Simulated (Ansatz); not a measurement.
**Pb: clamped-ion strain scan**

All numbers below come from DFT LDA, scalar-relativistic, plane waves, PAW in Ansatz. Settings: plane waves to 420 eV, k-mesh 16×16×16 (Γ-centred), Gaussian smearing 0.15 eV. Spin–orbit coupling is left out, which can shift energies with elements as heavy as these. No spin polarisation. Energies are free energies at this smearing, counted from the undisturbed cell; pressure is positive in compression.

The undisturbed cell (as given, not relaxed at this level; it stands at -1.8 GPa):

```
Pb
1.0
     0.00000    2.46980    2.46980
     2.46980    0.00000    2.46980
     2.46980    2.46980    0.00000
Pb
1
Direct
  0.00000 0.00000 0.00000
```

The cell is strained by ε times the Voigt pattern (1, 0, 0, 0, 0, 0) (xx, yy, zz, yz, xz, xy; engineering shear) with fractional coordinates fixed. The cell is metallic on the mesh throughout.

| ε | ΔE (meV/atom) | stress summed along the pattern (GPa, tension positive) | pressure (GPa) |
| --- | --- | --- | --- |
| -0.0600 | ? | -2.09 | ? |
| -0.0450 | ? | -1.10 | ? |
| -0.0300 | -5.1 | -0.09 | -0.4 |
| -0.0150 | -3.9 | 0.94 | -1.1 |
| 0.0000 | 0.0 | 1.82 | -1.8 |
| 0.0150 | 6.2 | ? | ? |
| 0.0300 | 14.6 | 3.29 | -3.0 |
| 0.0450 | 24.7 | 3.88 | -3.5 |
| 0.0525 | 30.3 | 4.13 | -3.7 |
| 0.0600 | 36.3 | 4.36 | -4.0 |

Q: Give the withheld values.

A: ΔE (meV/atom) at ε = -0.0600: 1.0; pressure (GPa) at ε = -0.0600: 1.4; ΔE (meV/atom) at ε = -0.0450: -3.5; pressure (GPa) at ε = -0.0450: 0.5; stress summed along the pattern (GPa, tension positive) at ε = 0.0150: 2.59; pressure (GPa) at ε = 0.0150: -2.5.